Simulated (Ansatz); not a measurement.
HfO₂:
```
CELL_PARAMETERS angstrom
      0.00000     2.52952     2.52952
      2.52952     0.00000     2.52952
      2.52952     2.52952     0.00000
ATOMIC_POSITIONS crystal
  Hf 0.00000 0.00000 0.00000
  O  0.75000 0.75000 0.75000
  O  0.25000 0.25000 0.25000
```

Relaxed with r²SCAN.

**Question.** Give the Bader charges and basin volumes of the independent atoms, r²SCAN (plane waves, PAW; program Ansatz).

**Answer.** 

```csv
atom,Bader charge (e),Bader volume (Å³)
Hf1,+2.77,9.6
O2,-1.39,11.4
```

Space group Fm-3m (fluorite). This is a known high-temperature phase of the composition, computed here at zero pressure and temperature. Symmetry was held in the r²SCAN relaxation. At this level the phase is dynamically unstable (imaginary phonons). The run is not spin-polarised. Spin–orbit coupling is left out wherever it is not named.

Potentials: the earlier of the program's two PAW sets.
